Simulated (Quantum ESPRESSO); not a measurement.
# Ge4Si4: input and log of a self-consistent run

Simulated, not a measurement. The program is pw.x of Quantum ESPRESSO 7.5 (plane-wave density functional theory). The cell is made up: 8 atoms on a zincblende/diamond lattice, with randomly drawn elements, strain and displacements, not relaxed. PseudoDojo standard norm-conserving files (v0.5 for PBE, v0.4.1 for LDA and PBEsol) set the functional; there is no spin polarisation, spin-orbit coupling or dispersion term, and the masses in the input are unused placeholders.

Input:

```
&control calculation='scf', pseudo_dir='./dojo.nc.sr.pbe.v0_5.standard.upf', outdir='./o', disk_io='medium', tprnfor=.true., tstress=.true. /
&system ibrav=0, nat=8, ntyp=2, nbnd=46, ecutwfc=77.98206166, nosym=.true., tot_charge=0,
 occupations='smearing', smearing='fd', degauss=0.0073498644
/
&electrons conv_thr=7.350e-09, electron_maxstep=60, /
ATOMIC_SPECIES
Ge 1.0 Ge.upf
Si 1.0 Si.upf
CELL_PARAMETERS angstrom
5.5785 0.0 0.0
0.0 5.5785 0.0
0.0 0.0 5.5785
ATOMIC_POSITIONS angstrom
Ge -0.045 -0.0017 0.0004
Ge -0.0272 2.8647 2.9328
Si 2.7498 -0.0614 2.8455
Ge 2.8002 2.7116 -0.1516
Si 1.2889 1.456 1.3351
Si 1.4813 4.2788 4.1282
Si 4.1709 1.2904 4.2321
Ge 4.1562 4.0901 1.3013
K_POINTS automatic
6 6 6 1 1 1
```

The log is shortened where brackets say so; the opening notice, blank lines, dates and the lines on written files are dropped, and the path of the files is cut. It prints rydbergs, bohrs and kilobars, and counts compression as positive stress.

```
     Program PWSCF v.7.5
     Parallel version (MPI & OpenMP), running on       1 processor cores
     Number of MPI processes:                 1
     Threads/MPI process:                     1
     [start-up lines left out]
     bravais-lattice index     =            0
     lattice parameter (alat)  =      10.5418  a.u.
     unit-cell volume          =    1171.5179 (a.u.)^3
     number of atoms/cell      =            8
     number of atomic types    =            2
     number of electrons       =        72.00
     number of Kohn-Sham states=           46
     kinetic-energy cutoff     =      77.9821  Ry
     charge density cutoff     =     311.9282  Ry
     scf convergence threshold =      7.3E-09
     mixing beta               =       0.7000
     number of iterations used =            8  plain     mixing
     Exchange-correlation= PBE
                           (   1   4   3   4   0   0   0)
     [axes and pseudopotential details left out]
   Cartesian axes
     site n.     atom                  positions (alat units)
         1        Ge     tau(   1) = (  -0.0080667  -0.0003047   0.0000717  )
         2        Ge     tau(   2) = (  -0.0048759   0.5135251   0.5257327  )
         3        Si     tau(   3) = (   0.4929282  -0.0110065   0.5100834  )
         4        Ge     tau(   4) = (   0.5019629   0.4860805  -0.0271758  )
         5        Si     tau(   5) = (   0.2310478   0.2610021   0.2393296  )
         6        Si     tau(   6) = (   0.2655373   0.7670162   0.7400197  )
         7        Si     tau(   7) = (   0.7476741   0.2313167   0.7586448  )
         8        Ge     tau(   8) = (   0.7450390   0.7331899   0.2332706  )
     number of k points=   108  Fermi-Dirac smearing, width (Ry)=  0.0073
     Number of k-points >= 100: set verbosity='high' to print them.
     Dense  grid:   109127 G-vectors     FFT dimensions: (  60,  60,  60)
     Estimated max dynamical RAM per process >     144.61 MB
     Initial potential from superposition of free atoms
     starting charge      71.9943, renormalised to      72.0000
     Starting wfcs are   52 randomized atomic wfcs
     total cpu time spent up to now is       38.4 secs
     per-process dynamical memory:    84.7 Mb
     Self-consistent Calculation
     iteration #  1     ecut=    77.98 Ry     beta= 0.70
     Davidson diagonalization with overlap
     ethr =  1.00E-02,  avg # of iterations =  4.2
     Threshold (ethr) on eigenvalues was too large:
     Diagonalizing with lowered threshold
     Davidson diagonalization with overlap
     ethr =  2.23E-04,  avg # of iterations =  6.2
     total cpu time spent up to now is      278.4 secs
     total energy              =    -748.34802657 Ry
     estimated scf accuracy    <       0.17730885 Ry
     iteration #  2     ecut=    77.98 Ry     beta= 0.70
     Davidson diagonalization with overlap
     ethr =  2.46E-04,  avg # of iterations =  2.0
     total cpu time spent up to now is      399.7 secs
     total energy              =    -748.35387060 Ry
     estimated scf accuracy    <       0.01733615 Ry
     iteration #  3     ecut=    77.98 Ry     beta= 0.70
     Davidson diagonalization with overlap
     ethr =  2.41E-05,  avg # of iterations =  5.3
     total cpu time spent up to now is      506.1 secs
     total energy              =    -748.35602998 Ry
     estimated scf accuracy    <       0.01379192 Ry
     iteration #  4     ecut=    77.98 Ry     beta= 0.70
     Davidson diagonalization with overlap
     ethr =  1.92E-05,  avg # of iterations =  2.0
     total cpu time spent up to now is      583.7 secs
     total energy              =    -748.35898045 Ry
     estimated scf accuracy    <       0.00024435 Ry
     iteration #  5     ecut=    77.98 Ry     beta= 0.70
     Davidson diagonalization with overlap
     ethr =  3.39E-07,  avg # of iterations =  6.9
     total cpu time spent up to now is      711.9 secs
     total energy              =    -748.35906171 Ry
     estimated scf accuracy    <       0.00005745 Ry
     iteration #  6     ecut=    77.98 Ry     beta= 0.70
     Davidson diagonalization with overlap
     ethr =  7.98E-08,  avg # of iterations =  2.4
     total cpu time spent up to now is      802.8 secs
     total energy              =    -748.35907309 Ry
     estimated scf accuracy    <       0.00000851 Ry
     iteration #  7     ecut=    77.98 Ry     beta= 0.70
     Davidson diagonalization with overlap
     ethr =  1.18E-08,  avg # of iterations =  2.0
     total cpu time spent up to now is      884.8 secs
     total energy              =    -748.35907532 Ry
     estimated scf accuracy    <       0.00000025 Ry
     iteration #  8     ecut=    77.98 Ry     beta= 0.70
     Davidson diagonalization with overlap
     ethr =  3.41E-10,  avg # of iterations =  4.0
     total cpu time spent up to now is     1014.5 secs
     total energy              =    -748.35907543 Ry
     estimated scf accuracy    <       0.00000005 Ry
     iteration #  9     ecut=    77.98 Ry     beta= 0.70
     Davidson diagonalization with overlap
     ethr =  6.66E-11,  avg # of iterations =  2.0
     total cpu time spent up to now is     1106.4 secs
     total energy              =    -748.35907544 Ry
     estimated scf accuracy    <          7.4E-09 Ry
     iteration # 10     ecut=    77.98 Ry     beta= 0.70
     Davidson diagonalization with overlap
     ethr =  1.02E-11,  avg # of iterations =  2.6
     total cpu time spent up to now is     1195.0 secs
     End of self-consistent calculation
     [lines on levels left out]
!    total energy              =    -748.35907544 Ry
     estimated scf accuracy    <          2.5E-09 Ry
     smearing contrib. (-TS)   =      -0.00059535 Ry
     internal energy E=F+TS    =    -748.35848009 Ry
     The total energy is F=E-TS. E is the sum of the following terms:
     one-electron contribution =    -445.45125343 Ry
     hartree contribution      =     265.77051121 Ry
     xc contribution           =    -186.91104951 Ry
     ewald contribution        =    -381.76668836 Ry
     convergence has been achieved in  10 iterations
     Forces acting on atoms (cartesian axes, Ry/au):
     atom    1 type  1   force =     0.03903389   -0.01426365    0.00551854
     atom    2 type  1   force =     0.00404646   -0.03178076   -0.03572277
     atom    3 type  2   force =     0.03515669    0.06487260   -0.09300496
     atom    4 type  1   force =    -0.04242916    0.00876115    0.03202611
     atom    5 type  2   force =     0.03073558   -0.00801169    0.04840124
     atom    6 type  2   force =    -0.04933220   -0.03857812    0.05269864
     atom    7 type  2   force =    -0.00140374    0.00406520   -0.05840339
     atom    8 type  1   force =    -0.01580752    0.01493528    0.04848659
     Total force =     0.193290     Total SCF correction =     0.000268
     Computing stress (Cartesian axis) and pressure
          total   stress  (Ry/bohr**3)                   (kbar)     P=       18.68
   0.00013837   0.00009744  -0.00002123           20.35       14.33       -3.12
   0.00009744   0.00013542  -0.00005991           14.33       19.92       -8.81
  -0.00002123  -0.00005991   0.00010726           -3.12       -8.81       15.78
     init_run     :     35.94s CPU     38.35s WALL (       1 calls)
     electrons    :   1114.11s CPU   1156.54s WALL (       1 calls)
     forces       :     14.47s CPU     14.66s WALL (       1 calls)
     stress       :     52.82s CPU     53.01s WALL (       1 calls)
     [timing details left out]
     PWSCF        :  20m17.67s CPU  21m 3.26s WALL
     JOB DONE.
```

In other units: free energy -10181.944 eV for the cell, pressure 1.87 GPa, largest force component 2.391 eV/Å. A rerun of a related cell, with the same atoms placed differently, at 1347 eV and a 8 x 8 x 8 mesh moved values by no more than 0.003 eV in energy, 0.03 GPa in stress and 0.003 eV/Å in force.